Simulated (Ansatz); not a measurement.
Be$_{2}$B (fluorite or antifluorite type, Fm-3m) at seven volumes, the program Ansatz at the PBEsol level (PAW), scaled uniformly. One row is withheld.

```json
[
 {"V (Å³/atom)": "7.156", "P (GPa)": "16.40"},
 {"V (Å³/atom)": "7.392", "P (GPa)": "10.18"},
 {"V (Å³/atom)": "7.628", "P (GPa)": "?"},
 {"V (Å³/atom)": "7.864", "P (GPa)": "0.00"},
 {"V (Å³/atom)": "8.100", "P (GPa)": "-4.17"},
 {"V (Å³/atom)": "8.336", "P (GPa)": "-7.84"},
 {"V (Å³/atom)": "8.572", "P (GPa)": "-11.05"}
]
```

Problem. Fit the shown pressures and predict the withheld one.

Solution. P = (3/2)B₀(x^(7/2) − x^(5/2))[1 + (3/4)(B′ − 4)(x − 1)] with x = (V₀/V)^(2/3). Least squares on the six rows gives V₀ = 7.864 Å³/atom, B₀ = 148 GPa, B′ = 3.38. At V = 7.628, x = 1.0205 and P = 4.75 GPa. The run itself gave 4.75 GPa.

The workflow started from an entry of the Crystallography Open Database (COD). Whether it is the stable phase at ambient conditions was not checked. The cell was relaxed with PBEsol under the symmetry of its start; its stability against distortions is not shown here.

Potentials: the later of the program's two PAW sets.
